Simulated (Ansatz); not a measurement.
MgS:
```xyz
2
Lattice="0.0000 2.6148 2.6148 2.6148 0.0000 2.6148 2.6148 2.6148 0.0000" Properties=species:S:1:pos:R:3 pbc="T T T"
Mg     0.0000     0.0000     0.0000
S      2.6148     2.6148     2.6148
```

Relaxed with PBE. Special points in fractions of this cell's reciprocal vectors: Γ (0.000, 0.000, 0.000); X (0.500, 0.000, 0.500); U (0.625, 0.250, 0.625); K (0.375, 0.375, 0.750); L (0.500, 0.500, 0.500); W (0.500, 0.250, 0.750).

Task: List the band energies nearest the valence-band maximum at these points for plane-wave PAW PBE (Ansatz code).

Result: In eV from the valence-band maximum; about four levels below and three above (degenerate sets whole), none deeper than 8.9 eV; points with the same levels are listed once.

```csv
k,below,above
Γ,0.00 0.00 0.00,3.60 7.93 7.93 7.93
X,-4.10 -1.64 -1.64,2.76 4.43 11.86
U,-3.61 -3.12 -1.33,3.89 6.67 9.60
L,-4.75 -0.57 -0.57,4.53 6.88 6.88
W,-3.16 -3.16 -2.31,5.19 7.91 7.91
```

Space group Fm-3m (rock salt). The cell was relaxed with PBE under the symmetry of its start.

Potentials: the later of the program's two PAW sets.
